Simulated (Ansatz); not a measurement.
Space group I4/mcm (No. 140). a = 7.223 Å, b = 7.223 Å, c = 11.812 Å, α = 90.00°, β = 90.00°, γ = 90.00°
```json
{"atom": "Ba", "site": "4a", "symmetry": "422", "x": "0.0000", "y": "0.0000", "z": "0.2500"}
{"atom": "Ba", "site": "8h", "symmetry": "m.2m", "x": "0.6790", "y": "0.1790", "z": "0.0000"}
{"atom": "Ti", "site": "4b", "symmetry": "-42m", "x": "0.0000", "y": "0.5000", "z": "0.2500"}
{"atom": "O", "site": "16l", "symmetry": "..m", "x": "0.1406", "y": "0.6406", "z": "0.1569"}
{"atom": "O", "site": "4c", "symmetry": "4/m..", "x": "0.0000", "y": "0.0000", "z": "0.0000"}
```

Equation of state of this Ba3TiO5 structure (not necessarily the ground state), with shape and atoms relaxed at each volume where symmetry leaves them free. Computed with DFT PBEsol, scalar-relativistic, plane waves, PAW (Ansatz 0.2.0).

Plane waves to 420 eV, a k mesh through Γ of 6×6×6 on the computed 18-atom cell and Gaussian smearing (0.02 eV); no spin polarisation.

| V (Å³/atom) | E − E(largest V) (meV/atom) | P (GPa) | gap on mesh (eV) |
| --- | --- | --- | --- |
| 15.063 | 40.44 | 13.12 | 2.50 |
| 15.576 | 5.33 | 8.90 | 2.54 |
| 16.090 | -17.42 | 5.39 | 2.59 |
| 16.604 | -29.86 | 2.43 | 2.64 |
| 17.117 | -33.61 | -0.01 | 2.71 |
| 17.631 | -30.11 | -2.10 | 2.76 |
| 18.144 | -20.54 | -3.84 | 2.83 |
| 18.829 | 0.00 | -5.70 | 2.93 |

Q: Fit a third-order Birch–Murnaghan equation to E(V).

A: V0 = 17.11 Å³/atom, B0 = 75 GPa, B0' = 4.9.

Spin-orbit coupling is left out, which matters for the bands of heavy elements.

The gaps are read on the mesh, which can miss the band edges, so they can be too wide.

Cost: 8 runs of about 42 core-minutes in all, on Oxide Virtual Turin-like Processor (Zen 5) (shared hosts).